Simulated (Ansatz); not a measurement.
ZrGeO3:
```
ZrGeO3
1.0
    4.00922     0.00000     0.00000
    0.00000     4.00922     0.00000
    0.00000     0.00000     4.36653
Zr Ge O
1 1 3
Direct
  0.50000   0.50000   0.57878
  0.00000   0.00000   0.19970
  0.00000   0.50000   0.44940
  0.50000   0.00000   0.44940
  0.50000   0.50000   0.01291
```

Relaxed with r²SCAN.

Question: Map the valence electron density (e/Å³), cut off at 3 on the plane through (0.500, 0.500, 0.579) spanned by u = [0, 0, 1] and v = [1, 1, 0] in lattice vectors, from DFT-r²SCAN in the program Ansatz with PAW potentials.

Answer: x is the fraction of u, y of v (the angle between them is 90°; rows are the nearest grid lines); atoms in the plane: Zr at (0.00, 0.00), Ge at (0.62, 0.50), O at (0.43, 0.00).
```
|%@@@+-+@@@@@@=.  .+@@@%|
|@@@@=-=@@@@@@-.  .=@@@@|
|@@@*-:-+@@@@+:.  .-*@@@|
|==:.   ..::..      .:-=|
|..                  ...|
|                       |
|                       |
|                       |
|           ..::..      |
|          .:=**=:.     |
|         .:=@@@@*:.    |
|         .-@@@@@@-.    |
|         .-@@@@@@-.    |
|         .:=@@@@*:.    |
|          .:=**=:.     |
|           ..::..      |
|                       |
|                       |
|                       |
|..                  ...|
|==:.   ..::..      .:-=|
|@@@*-:-+@@@@+:.  .-*@@@|
|@@@@=-=@@@@@@-.  .=@@@@|
|%@@@+-+@@@@@@=.  .+@@@%|
```
Scale: ten equal steps from 0.022 (start of ' ') to 3.00 (end of '@'), in the order ' .:-=+*#%@'; x runs from 0.000 to 1.00, y from 0.000 (bottom) to 1.00 (top).

The density is the valence pseudo-density with augmentation charge, so density and ELF within about 1 Å of a nucleus are not all-electron values.

Space group P4mm. The start of the workflow was typed in or built on a structure type; neither database checked (COD, Materials Project) lists it. Whether it is the stable phase at ambient conditions was not checked. The r²SCAN relaxation kept the symmetry of its start; its stability against distortions is not shown here. The run is not spin-polarised.

Potentials: the later of the program's two PAW sets.
